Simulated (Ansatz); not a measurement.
## Zincblende alloy of InP and GaP (44 of 64 In sites exchanged), 128 atoms

Ansatz, PAW, plane waves. PBEsol relaxation of volume and atoms (shape held) at the single k point (½, ½, ½); single points on the relaxed atoms at the Γ point alone, onto which points of the small cell's zone fold. Arrangement: random. No spin–orbit coupling unless named.

Relaxed structure:

```xyz
128
Lattice="0.0000 11.1524 11.1524 11.1524 0.0000 11.1524 11.1524 11.1524 0.0000" Properties=species:S:1:pos:R:3 pbc="T T T"
In    0.0563   11.1456   11.1241
In   11.1962   16.6820   16.7614
In   11.1565   11.1848    5.6159
In   11.2036   16.7015   11.1873
In   16.6356   11.1675   11.1963
In   13.9516    2.8335   11.1511
In   13.9427    8.3750   16.7371
In    2.8402    8.3500   11.1328
In    8.3788    2.8846   11.1696
In    8.3712    8.3409    0.0329
In    8.3289    8.3790    5.6286
In   13.9938   19.4918   16.7405
In    2.8470    0.0268    2.8254
In    8.4087   11.1677   19.4212
In    8.3306   16.6776   13.9455
In    8.3476   11.1659    2.8468
In   19.5013   16.7226   19.4786
In    5.5768   13.9179    8.3451
In   11.1613   13.9271    8.3815
In   16.6805   19.4730   19.5061
Ga   11.1509    5.5692   16.6802
Ga    5.6093    0.0510    5.5629
Ga    5.5202    5.5585    0.0616
Ga    5.5609    5.5311    5.5980
Ga    5.5791    5.5703   11.1436
Ga   16.7058   11.1703   16.7246
Ga    5.6433   11.1124   11.1583
Ga   11.1506    5.6237   11.1558
Ga   11.1483   11.1245   11.1814
Ga   11.1521   11.1662   16.6904
Ga   16.7181   16.6942   16.6561
Ga    2.8434    2.8399    5.5791
Ga    8.3459    2.7672    5.5810
Ga    8.3681    8.3551   11.1597
Ga    8.3819    8.3602   16.6480
Ga   19.4820   13.9562   16.6845
Ga    8.3325   13.8591   11.2104
Ga   13.8838    8.3335   11.1843
Ga   13.9737   13.9371   11.1720
Ga   13.9413   13.9116   16.7006
Ga    2.7859    5.5746    2.8019
Ga    2.8337    5.5544    8.3413
Ga   13.9519   11.1502   19.4600
Ga    8.3321    5.5661    8.3848
Ga    8.3661    5.6017   13.9604
Ga    8.3466   11.1246    8.4139
Ga    8.3663   11.1426   13.9465
Ga   13.9112    5.5706    8.3908
Ga   13.9484   11.1836    8.3890
Ga   13.9046   11.1647   13.9408
Ga   13.9952   16.6638   13.9385
Ga   11.1599    2.9013   13.9954
Ga   11.1825    8.3390   19.4196
Ga    5.6072    2.7855    2.8228
Ga    5.5286    2.8276    8.3192
Ga   16.6327    8.3193   13.9489
Ga    5.6063    8.3517    8.3891
Ga    5.6625    8.3266   13.9353
Ga   11.1741   13.9640   19.4614
Ga   11.1913   19.4715   13.9543
Ga   11.1535    8.3648    8.4855
Ga   11.1269    8.3612   13.9149
Ga   11.1733   13.8569   13.9390
Ga   16.6827   13.9846   13.9870
P     1.3253    1.5030    1.5016
P     1.3476    6.8517    7.0034
P     6.8978    1.4731    6.9074
P     6.8072    6.9632    1.4035
P     6.8951    6.8804    7.0315
P     6.9971    6.9461   12.5281
P     7.0628   12.4660    6.8849
P     6.9521   12.5181   12.5814
P    12.5484    7.0007    7.1464
P    12.5308    6.9606   12.5658
P    12.7183   12.5713    6.9647
P    12.5600   12.5297   12.5189
P    12.5554   12.5511   18.0899
P    12.6076   18.1038   12.7023
P    18.0370   12.6509   12.6241
P    18.0916   18.1157   17.9282
P     4.2455    4.2240    1.5085
P     4.1699    4.2034    6.9522
P     4.2780    9.8185    7.0379
P     4.3633    9.7466   12.5660
P     9.6603    4.1098    7.0223
P     9.8440    4.3151   12.6349
P     9.8501    9.6928    1.4850
P     9.7760    9.7562    7.1615
P     9.7429    9.7438   12.5477
P     9.8387    9.6667   17.9846
P     9.7517   15.3056    6.8099
P     9.7608   15.1448   12.5474
P    15.3511    9.9310    6.9701
P    15.2000    9.6671   12.6295
P    15.3548   15.3271   12.5305
P    15.2495   15.4015   18.0451
P     4.2706    1.4914    4.2605
P     4.2232    6.8705    4.1566
P     4.2592    6.8910    9.6786
P     4.1723   12.3777    9.7758
P     9.8348    1.4874    9.6845
P     9.8143    7.0154    4.1415
P     9.7292    6.9590    9.7838
P     9.7707    6.9749   15.3086
P     9.7717   12.7182    4.1918
P     9.6789   12.4640    9.8400
P     9.7427   12.5405   15.3455
P     9.8569   18.1807    9.6774
P    15.2369    6.8708    9.8481
P    15.2693   12.6324    9.6938
P    15.3207   12.5400   15.3382
P    15.4203   18.0408   15.2347
P     1.4335    4.2080    4.2034
P     1.4184    9.7239    9.5638
P     6.9173    4.1051    4.2812
P     6.8783    4.2384    9.6887
P     6.7767    9.7256    4.1786
P     6.9849    9.7243    9.7721
P     6.9792    9.7678   15.3325
P     6.9656   15.3286    9.9278
P    12.4587    4.2476    9.6869
P    12.4864    9.6799    4.1297
P    12.5630    9.7736    9.7907
P    12.4669    9.8214   15.2548
P    12.7216   15.3338    9.7690
P    12.6175   15.2259   15.2492
P    18.1213    9.7857    9.7549
P    18.1111   15.3335   15.3163
```

**Question.** What are the mean bond lengths by pair (pairs within 1.2 times the sum of covalent radii, less contacts 15 % beyond the pair's median; cation–cation pairs of compounds aside; long ionic contacts are cut short by that bound)?

**Answer.** Ga–P 2.374 ± 0.022 Å (standard deviation, 176 bonds); In–P 2.510 ± 0.016 Å (standard deviation, 80 bonds).

**Question.** What gap lies between the top filled and the lowest empty level in the single points?

**Answer.** HSE06 with spin–orbit coupling 2.13 eV (24 min on NVIDIA GB200). An indirect band minimum needn't fold onto Γ of this cell; where it doesn't, these gaps are too wide.
